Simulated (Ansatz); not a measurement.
**Property card for Nb$_{3}$C**

All numbers below come from Ansatz, DFT PBE, scalar-relativistic, plane waves, PAW.

Settings: cutoff 420 eV, Γ-centred mesh 6×6×12 on the computed 8-atom cell, Gaussian smearing of 0.10 eV; no spin polarisation.

The structure is relaxed at this level of theory with its symmetry kept, and needn't be the ground state of this composition.

```
CELL_PARAMETERS angstrom
6.55275 0.00000 0.00000
-3.27638 5.67485 0.00000
0.00000 0.00000 3.26847
ATOMIC_POSITIONS crystal
Nb 0.30893 0.38864 0.25000
Nb 0.92030 0.30893 0.75000
Nb 0.61136 0.92030 0.25000
Nb 0.69107 0.61136 0.75000
Nb 0.07970 0.69107 0.25000
Nb 0.38864 0.07970 0.75000
C 0.66667 0.33333 0.25000
C 0.33333 0.66667 0.75000
```

| Item | Value |
| --- | --- |
| Space group | P6_3/m (No. 176) |
| Volume per atom | 15.19 Å³ |
| Formation energy from the elements' standard states (uncorrected) | +0.030 eV/atom |
| Kohn–Sham band gap | none (metal) |
| Density of states at the Fermi level | 3.2 states/eV per cell |
| Orbital (Löwdin) character within 0.5 eV of the Fermi level | Nb 4d 84 % |
| Bader charge by site (e) | Nb (6 in the cell) 0.54, C (2 in the cell) -1.61 |

The cell was found from a structure generator's guess, not taken from experiment. Löwdin shares on free-atom orbitals overweight diffuse shells.
